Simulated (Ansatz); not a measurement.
MoW (rock salt, Fm-3m) at seven volumes, the program Ansatz at the r²SCAN level (PAW), scaled uniformly. One row is withheld.

| V (Å³/atom) | P (GPa) |
|---|---|
| 16.104 | 24.02 |
| 16.635 | 14.69 |
| 17.166 | ? |
| 17.697 | 0.00 |
| 18.228 | -5.80 |
| 18.759 | -10.78 |
| 19.290 | -15.06 |

Question: Fit the shown pressures and predict the withheld one.

Answer: P = (3/2)B₀(x^(7/2) − x^(5/2))[1 + (3/4)(B′ − 4)(x − 1)] with x = (V₀/V)^(2/3). Least squares on the six rows gives V₀ = 17.697 Å³/atom, B₀ = 209 GPa, B′ = 4.18. At V = 17.166, x = 1.0205 and P = 6.79 GPa. The run itself gave 6.76 GPa.

The start of the workflow was typed in or built on a structure type; neither database checked (COD, Materials Project) lists it. Whether it is the stable phase at ambient conditions was not checked. Symmetry was held in the r²SCAN relaxation. At this level the phase is mechanically unstable. No spin polarisation was allowed. Its formation energy is positive at this level, so the cell may be metastable or incomplete. Spin–orbit coupling is left out wherever it is not named.

Potentials: the earlier of the program's two PAW sets.
